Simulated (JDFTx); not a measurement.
Part of a log of a modified build of JDFTx for disilylmethane, CH8Si2 (SMILES [SiH3]C[SiH3]), charge 0, multiplicity 1 (LDA, GBRV ultrasoft potentials, plane waves to 20/100 Ha):

```
unit cell volume = 9165.08
Chosen fftbox size, S = [  120  90  90  ]
unit cell volume = 9165.08
Chosen fftbox size, S = [  108  80  80  ]
  'Si' pseudopotential, 'SLA  PZ   NOGX NOGC' functional
  4 valence electrons, 2 orbitals, 6 projectors, 899 radial grid points, with lMax = 2
  'C' pseudopotential, 'SLA  PZ   NOGX NOGC' functional
  4 valence electrons, 2 orbitals, 4 projectors, 721 radial grid points, with lMax = 1
  'H' pseudopotential, 'SLA  PZ   NOGX NOGC' functional
  1 valence electrons, 1 orbitals, 2 projectors, 615 radial grid points, with lMax = 0
Initialized 3 species with 11 total atoms.
Folded 1 k-points by 1x1x1 to 1 k-points.
nElectrons:  20.000000   nBands: 10   nStates: 1
average nbasis = 39223.000 , ideal nbasis = 39153.928
Correction to mu due to finite nuclear width = -0.00216518
   Cavity determined by nc: 0.00142 and sigma: 0.707107
   Nonlocal vdW cavity from gaussian model electron density with norm = 8 and sigma = 0.993594 bohr
   Charge asymmetry in cavity with sensitivity pCavity = 36.5 e-bohr/Eh
   Electrostatic cavity expanded by eta = 1.46 bohrs
   Weighted density cavitation model constrained by Nbulk: 0.0049383 bohr^-3, Pvap: 3.14029 kPa, Rvdw: 2.61727 bohr and sigmaBulk: 4.62e-05 Eh/bohr^2 at T: 298 K.
   Weighted density dispersion model using vdW pair potentials with single solvent site with sqrtC6eff: 0.77 SI.
[...]
	Linear fluid (dielectric constant: 78.4, screening length: 5.74355 Bohr) occupying 0.782611 of unit cell:	Completed after 15 iterations
[... later lines of the fluid solver are left out ...]
ElecMinimize: Iter:   0  Etot: -18.331650200549319  |grad|_K:  2.238e-05  alpha:  1.000e+00
ElecMinimize: Iter:   1  Etot: -18.331974844650624  |grad|_K:  8.415e-06  alpha:  1.650e+00  linmin: -1.161e-02
ElecMinimize: Iter:   2  Etot: -18.332015646890287  |grad|_K:  3.580e-06  alpha:  1.465e+00  linmin: -9.560e-04
ElecMinimize: Iter:   3  Etot: -18.332022205427943  |grad|_K:  1.552e-06  alpha:  1.304e+00  linmin:  5.453e-03
ElecMinimize: Iter:   4  Etot: -18.332023475721293  |grad|_K:  7.051e-07  alpha:  1.356e+00  linmin:  5.288e-02
ElecMinimize: Iter:   5  Etot: -18.332023742475858  |grad|_K:  3.023e-07  alpha:  1.539e+00  linmin:  8.572e-02
ElecMinimize: Iter:   6  Etot: -18.332023790340696  |grad|_K:  1.226e-07  alpha:  1.419e+00  linmin:  5.380e-07
ElecMinimize: Iter:   7  Etot: -18.332023799230949  |grad|_K:  6.143e-08  alpha:  1.507e+00  linmin:  3.480e-05
ElecMinimize: Converged (|Delta Etot|<1.000000e-07 for 2 iters).

# Energy components:
   A_diel =        0.0035879240707514
   Eewald =       14.3939135394138589
       EH =       27.4721232930025678
     Eloc =      -65.5043673739865113
      Enl =        2.3831636864976389
      Exc =       -8.7942545021306540
 Exc_core =        1.6292995337234959
       KE =       10.0845101001779049
-------------------------------------
     Etot =      -18.3320237992309494


	eMin: -0.625346 at state 0 ( [ +0.000000 +0.000000 +0.000000 ] spin 0 )
	HOMO: -0.266152 at state 0 ( [ +0.000000 +0.000000 +0.000000 ] spin 0 )
```

**Question.** Which solvation model was used?
A) soft-sphere model
B) linear PCM (GLSSA13)
C) SCCS (cation parameters)
D) CANDLE

**Answer.** D, CANDLE. The liquid was water (dielectric constant 78.4), 1 M NaF.
